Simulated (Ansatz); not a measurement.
# Straining C

The calculation used Ansatz 0.2.0, DFT r2SCAN, scalar-relativistic, plane waves, PAW. (500 eV cutoff, 14×8×6 k-mesh, Gaussian smearing of 0.10 eV, no spin polarisation)

The relaxed crystal:

```xyz
8
Lattice="2.4562 0.0000 0.0000 0.0000 4.2529 0.0000 0.0000 0.0000 7.1156" Properties=species:S:1:pos:R:3 pbc="T T T"
C     1.2281    1.7721    5.3361
C     1.2281    3.8985    1.7794
C     1.2281    2.4808    1.7794
C     1.2281    0.3544    5.3361
C     0.0000    3.8985    5.3361
C     0.0000    1.7721    1.7794
C     0.0000    0.3544    1.7794
C     0.0000    2.4808    5.3361
```

Deformation: c alone is stretched, the rest of the cell is held and the atoms relax, all within the symmetry that the strain leaves. Energies are extrapolated to zero smearing. On this cell's mesh the reference holds a stress of up to 0.17 GPa.

```csv
strain (%),ΔE (meV/atom),a (Å),b (Å),c (Å)
-3.0,0.7,2.456,4.253,6.902
-2.0,0.3,2.456,4.253,6.973
-1.0,0.1,2.456,4.253,7.044
+0.0,0.0,2.456,4.253,7.116
+1.0,0.0,2.456,4.253,7.187
+2.0,0.1,2.456,4.253,7.258
+3.0,0.3,2.456,4.253,7.329
```

Task: What stiffness (1/V) d²E/dε² at zero strain does a cubic fit over all points give?

Result: A cubic fit gives (1/V) d²E/dε² = 19 GPa at zero strain (the elastic constant along c at held a and b).

This form isn't the element's structure at ambient conditions.